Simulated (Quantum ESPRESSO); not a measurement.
# Computed records: Zn₃ClO₂F (made-up cell, one site empty)

All values are calculated (Quantum ESPRESSO 7.5). Calculation on a made-up crystal cell, not a measurement, the moved input of one more run found from cubic fits through the family: the fits match the computed values on one interval only; periodic Kohn-Sham density functional theory in plane waves with PseudoDojo standard norm-conserving scalar-relativistic pseudopotentials, each functional with its own files (v0.5 for PBE, v0.4.1 for LDA and PBEsol), no spin polarisation, no spin-orbit coupling, atoms not relaxed, stress positive in tension, energies less a fixed whole-eV offset for each atom's element; levels are Kohn-Sham levels at fractions of this cell's reciprocal vectors, counted from the reference band (half the neutral cell's valence electrons, rounded up) at Gamma; error bars cover cutoff and k-mesh only, not smearing or the files; each bar is the largest change over components, and at least 0.002 eV, 0.002 eV per angstrom or 0.02 GPa; added strain carries the atoms with the cell, and shear is the tensor component; energies are for the whole cell, and the offsets were chosen from early runs and are not element reference energies.

```cif
# cell vector a (Å): 4.4079 0.0000 0.0000
# cell vector b (Å): 0.0000 4.4079 0.0000
# cell vector c (Å): 0.0000 0.0000 4.4207
data_Zn3ClO2F
_symmetry_space_group_name_H-M 'P 1'
_symmetry_Int_Tables_number 1
_cell_length_a 4.4079
_cell_length_b 4.4079
_cell_length_c 4.4207
_cell_angle_alpha 90.000
_cell_angle_beta 90.000
_cell_angle_gamma 90.000
_cell_volume 85.89
loop_
_atom_site_label
_atom_site_type_symbol
_atom_site_fract_x
_atom_site_fract_y
_atom_site_fract_z
_atom_site_occupancy
Zn1 Zn 0.99412 0.00175 0.01265 1
Zn2 Zn 0.00281 0.49944 0.47882 1
Zn3 Zn 0.49182 0.01434 0.49994 1
F1 F 0.48819 0.99124 0.01961 1
O1 O 0.49811 0.49870 0.48958 1
Cl1 Cl 0.00363 0.01021 0.50422 1
O2 O 0.97452 0.49722 0.98713 1
_calc_lattice_type 'rocksalt'
_calc_empty_site 4
_calc_functional 'pbe'
_calc_cutoff 1143  # eV
_calc_fermi_dirac_smearing 0.1  # eV
_calc_scf_tolerance 1e-07  # eV
_calc_electrons_removed 0
_calc_moved_input 'added strain, zz'
_calc_moved_input_in_the_structure_shown 0.0029
_calc_further_run_stress_zz -13.66  # GPa
_calc_further_run_pressure 8.92  # GPa
_calc_further_run_free_energy_less_offsets 11.146  # eV
_calc_further_run_fz_on_site_1 -0.861  # eV/angstrom
_calc_k_mesh '6 x 6 x 6, shifted by half a step'
_calc_structure_shown 'one run of the family, not the further run'
_calc_moved_input_of_the_further_run 0.012
_calc_interval_low 0.01148
_calc_interval_high 0.01254
_calc_energy_against_integrated_force_or_stress 0.0004261  # eV
_calc_error_bar_energy 0.003122  # eV
_calc_error_bar_stress 0.04472  # GPa
_calc_error_bar_force 0.002342  # eV/angstrom
```

Atoms:
```
atoms element  atom site  atom energy offset (eV)
           Zn          1                    -5687
           Zn          2                    -5687
           Zn          3                    -5687
            F          5                     -677
            O          6                     -452
           Cl          7                     -449
            O          8                     -452
```

Family:
```
moved input  stress zz (GPa)  pressure (GPa)  free energy less offsets (eV)  fz on site 1 (eV/Å)
    -0.0199           -22.91           13.52                         11.454               -1.045
    -0.0136           -20.84           12.51                          11.38               -1.003
    -0.0059           -18.49           11.35                         11.299               -0.958
     0.0029           -16.01           10.11                         11.218                -0.91
     0.0059           -15.22            9.71                         11.193               -0.891
      0.018           -12.23            8.19                         11.104               -0.832
```
